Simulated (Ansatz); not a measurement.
## Fermi surface of ScPt (Pm-3m)

```
Sc Pt
1.0
     3.26112    0.00000    0.00000
     0.00000    3.26112    0.00000
     0.00000    0.00000    3.26112
Sc Pt
1 1
Direct
  0.50000 0.50000 0.50000
  0.00000 0.00000 0.00000
```

The conventional cell has a = 3.261 Å, b = 3.261 Å, c = 3.261 Å, α = 90.00°, β = 90.00°, γ = 90.00°. Sc (atom 1) has 8 Pt at 2.82 Å as nearest neighbours. Pt (atom 2) is surrounded by 8 Sc at 2.82 Å.

Level of theory, where no other is named: PBEsol, all-electron LAPW in Ansatz 0.2.0, scalar-relativistic. k mesh 12×12×12, fine mesh 16×16×16, Fermi-Dirac smearing of 0.100 eV, basis error target 1 meV/atom. The cell was relaxed by PAW under this functional.

Levels and slopes are solved on a 16×16×16 mesh, and each state is taken as quadratic over its cell.

(1) What is the density of states at the Fermi level, and which bare Sommerfeld coefficient follows?

(2) What Drude plasma energy and σ/τ do the band velocities give?

(3) Which bands cross the Fermi level, and what do they carry?

(4) Map the plane k₃ = 1/2 of the mesh: how many bands lie under the Fermi level at each point, counted from the least on the plane?

(5) On PAW files the program sums the optical response inside the mesh cells, interband lines and its own Drude term. Where does ε₁ rise through zero (a sharp plasmon if ε₂ is small there), and how much light is reflected?

(6) What does PAW give for the same cell?

Answers

(1) N(E_F) = 0.624 states/eV/atom (both spins), so γ = (π²/3) k_B² N(E_F) = 1.47 mJ/(mol-atom K²) without electron-phonon or spin-fluctuation enhancement.

(2) (ħω_p,α)² = (e²/ε₀VN_k) Σ_nkσ (∂E/∂k_α)² δ(E − E_F) gives ħω_p = (7.58, 7.58, 7.58) eV along x, y, z, and σ/τ = ε₀ω_p² = 11.7×10²⁰ Ω⁻¹m⁻¹s⁻¹ along x. Weighted by the density of states, the mean Fermi speed is 0.736×10⁶ m/s; the surface has an area of 21.6 Å⁻² for each spin direction.

(3) 

```json
{"band": "1", "filled part": "0.43", "N (states/eV/cell)": "0.838", "speed (10⁶ m/s)": "0.863", "5th to 95th percentile": "0.42 to 1.15", "area (Å⁻²)": "17", "filling": "partly filled"}
{"band": "2", "filled part": "0.07", "N (states/eV/cell)": "0.411", "speed (10⁶ m/s)": "0.476", "5th to 95th percentile": "0.23 to 0.80", "area (Å⁻²)": "4.6", "filling": "nearly empty"}
```

(4) k₁ runs to the right and k₂ upwards, each from −½ to ½ with 0 in the middle (the axes needn't be at right angles):
```
2222211101112222
2221111111111122
2211111111111112
2211111111111112
2111111111111111
2111111111111111
0111111121111111
0011111222111110
0111111121111111
2111111111111111
2111111111111111
2211111111111112
2211111111111112
2221111111111122
2222211101112222
2222222000222222
```

(5) 

```json
{"Fine mesh": "16, 16, 16", "Window top": "25 eV", "Line width": "0.1 eV", "Drude damping": "0.03 eV", "ε₁ rises through zero at x": "2.5, 11.77 eV", "ε₂ there x": "2.89, 1.43", "Plasma energy (x, y, z)": "7.27, 7.27, 7.27 eV", "Reflectivity at 1 eV, x-polarised": "0.8956", "Reflectivity at 2 eV, x-polarised": "0.6262", "Reflectivity at 3 eV, x-polarised": "0.2089"}
```

The plasma energy here is the program's own sum at the run's smearing; it differs from the value above by up to 4 %, through mesh and smearing.

(6) N(E_F) = 0.624 states/eV/atom and ħω_p,x = 7.58 eV.

Known limits: no spin-orbit coupling on heavy atoms; these sums move with the mesh, by several per cent and more for small sheets; frozen-core PAW files fitted under PBE, their cores solved anew for the functional of the run.
